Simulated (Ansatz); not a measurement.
TiSi:
```xyz
2
Lattice="1.8154 -2.0790 0.0000 1.8154 2.0790 0.0000 0.0000 0.0000 3.8119" Properties=species:S:1:pos:R:3 pbc="T T T"
Ti     1.8154     0.0000     0.0000
Si     0.0000     0.0000     1.9059
```

Relaxed with r²SCAN. Special points in fractions of this cell's reciprocal vectors: Γ (0.000, 0.000, 0.000); Y (-0.500, 0.500, 0.000); C0 (-0.441, 0.559, 0.000); Σ0 (0.441, 0.441, 0.000); Z (0.000, 0.000, 0.500); A0 (0.441, 0.441, 0.500); E0 (-0.441, 0.559, 0.500); T (-0.500, 0.500, 0.500); S (0.000, 0.500, 0.000); R (0.000, 0.500, 0.500).

Problem. List the band energies nearest the Fermi level at these points for plane-wave PAW r²SCAN (Ansatz code).

Solution. In eV from the Fermi level; about four levels below and three above (degenerate sets whole), none deeper than 8.9 eV; points with the same levels are listed once.

```tsv
k	below	above
Γ	-2.67 -2.09 -1.41	1.87 2.58 3.37
Y	-1.93 -1.32 -0.90 -0.40	3.20 3.24 4.36
C0	-3.05 -0.80 -0.78 -0.30	3.57 3.83 4.08
Z	-7.08 -1.09	0.56 0.80 1.88
A0	-5.07 -4.91 -3.99 -2.09	2.24 2.29 2.47
T	-5.22 -4.09 -3.78 -3.03	2.34 2.52 2.75
S	-8.17 -6.94 -3.17 -0.92	1.90 2.62 4.46
R	-8.46 -5.41 -2.99 -1.91	1.49 2.08 2.14
```

Space group Cmmm. The first step of the workflow began from a Materials Project structure, measured or hypothetical; the Crystallography Open Database copy checked does not list it. COD files the formula under space group No. 25, so this cell is another polymorph or a model. Its standing as an ambient phase is unchecked. Symmetry was held in the r²SCAN relaxation; of distortions, only those at the zone centre were tested. No spin polarisation was allowed.

Potentials: the earlier of the program's two PAW sets.
